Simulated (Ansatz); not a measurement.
# Mg3ZnS4: stable or not

It was reached by relaxing an invented guess, and it needn't be the stable form of this composition.

These are results of DFT PBE, scalar-relativistic, plane waves, PAW in Ansatz, not measurements. Plane waves to 420 eV, an 8×8×8 mesh through Γ for the 8-atom cell and 0.02 eV Gaussian smearing; no spin polarisation.

```
Mg Zn S
1.0
    -2.60321    2.60321    5.19274
     2.60321   -2.60321    5.19274
     2.60321    2.60321   -5.19274
Mg Zn S
3 1 4
Direct
  0.75000 0.25000 0.50000
  0.25000 0.75000 0.50000
  0.50000 0.50000 0.00000
  0.00000 0.00000 0.00000
  0.50000 0.00000 0.50000
  0.00000 0.50000 0.50000
  0.24561 0.24561 0.00000
  0.75439 0.75439 0.00000
```

Formation energies are uncorrected and refer to the elements' standard structures at the same level.

Question: These tests were run: energy against the elements; phonons on a 2×2×2 q mesh; elastic tensor. What do they show?

Answer:

```csv
test,result
energy against the elements,−1.202 eV/atom
phonons on a 2×2×2 q mesh,imaginary modes down to 72i cm⁻¹
elastic tensor,least eigenvalue 53 GPa
```

It fails one test: phonons on a 2×2×2 q mesh. So it isn't even a local minimum.

The reference form of S is held partly by dispersion forces, which this level lacks. The run for the phonons used an 8×8×8 k mesh. The run for the elastic tensor used an 8×8×8 k mesh.
